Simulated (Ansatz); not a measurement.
Single point in Ansatz 0.2.0 with PBEsol, no spin polarisation. Cutoff 420 eV, PAW datasets, 7×7×6 Γ-centred k mesh, fermi-dirac filling (width 0.1 eV).

Computed maps in the lattice plane spanned by a (left to right, 6.05 Å, 18 points from zero) and b (bottom to top, 6.05 Å, 18 points from zero), 120° apart, at height 0.750 along c. The fields are smooth PAW ones with compensation charges, not the true ones near nuclei.

Valence density. Digits on a logarithmic scale: 0 up to 0.03 e/Å³, each further digit a factor of 1.6, 9 from 1.3 e/Å³ up:
```
443333334433333344
433333455543333344
333345788754333333
333458999854333333
333589999853333333
334799999743333333
335899998533333333
345899985433455543
345788754334788743
334555433358999853
333443333489999843
333333334799999743
333333335899998533
333333335899985333
333333335788753333
444333334454433333
444333333333333334
444333333333333344
```

ELF. Ten even steps from '0' (0.09) to '9' (0.87):
```
124543222222345421
344432111112344432
454311233211345444
543113565311345555
532136886312355555
421258985212443334
321368863123200002
221356531220000000
221233212200255200
221111122005999500
322112230059999500
433333420299899202
544445400599995004
554555300599950035
444455300255200355
323455300000003554
112455420000245542
113455432223455431
```

The cell is Lu2Ag. Which atoms lie within 0.2 Å of this plane, and where (fractions of a and b)?

Lu at (0.67, 0.33), Ag at (0.33, 0.67). The whole cell:
```xyz
6
Lattice="3.0266 5.2369 0.0000 3.0266 -5.2369 0.0000 0.0000 0.0000 -6.3833" Properties=species:S:1:pos:R:3 pbc="T T T"
Lu    3.0266    1.7460   -4.7875
Lu    3.0266   -1.7460   -1.5958
Ag    3.0266   -1.7460   -4.7875
Ag    3.0266    1.7460   -1.5958
Lu    0.0000    0.0000    0.0000
Lu    0.0000    0.0000   -3.1917
```

Origin: a known structure type with other elements, at an estimated volume, so it need not be a known compound. Caveats: many states at the Fermi level without spin polarisation, so a magnetic state may lie lower.
